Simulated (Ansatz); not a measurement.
The relaxed structure here is a generated cell of AlRu: the first start was made by placing the elements on the sites of a structure type, and the end was not matched to a known phase here, so it may be hypothetical.

A relaxed cell of AlRu (Immm (No. 71)), relaxed on a k-mesh at least as fine as the one used below. The numbers are results of PBE (plane waves to 420 eV, PAW, scalar-relativistic; Ansatz, an electronic-structure program), not measurements. Γ-centred k-mesh 13×13×13 on the run's cell (coarser than for final values), Fermi–Dirac smearing 0.05 eV.

```
CELL_PARAMETERS angstrom
     -2.93263     4.13914     4.95170
      0.00000     0.00000     4.95170
      1.46631     2.06957    -2.47585
ATOMIC_POSITIONS crystal
  Ru 0.75000 0.50000 0.50000
  Ru 0.25000 0.50000 0.50000
  Al 0.25000 0.00000 0.50000
  Al 0.75000 0.00000 0.50000
```

The atoms are displaced along an unstable phonon of this cell by (Å):

| atom | ux | uy | uz |
|---|---|---|---|
| Ru1 | 0.000 | 0.000 | 0.150 |
| Ru2 | 0.000 | 0.000 | -0.150 |
| Al3 | 0.000 | 0.000 | -0.145 |
| Al4 | 0.000 | 0.000 | 0.145 |

Q: What forces (eV/Å) and pressure result?

A: 
```json
[
 {"atom": "Ru1", "Fx": "0.00", "Fy": "0.00", "Fz": "0.79"},
 {"atom": "Ru2", "Fx": "0.00", "Fy": "0.00", "Fz": "-0.79"},
 {"atom": "Al3", "Fx": "0.00", "Fy": "0.00", "Fz": "-0.22"},
 {"atom": "Al4", "Fx": "0.00", "Fy": "0.00", "Fz": "0.22"}
]
```

Pressure -1.0 GPa.

Q: Estimate the energy cost of the displacement in the harmonic approximation and compare with the calculation.

A: For a harmonic well ΔE = −½ Σ F·u = -0.150 eV a cell, or -37 meV/atom. The calculated energy relative to the undisplaced cell is -0.04 eV/atom, so the harmonic estimate holds well.

The undisplaced cell is probably no minimum: from this displacement the run went on to I4₁/amd (No. 141), 0.33 eV/atom below it.

No spin polarisation in the result.
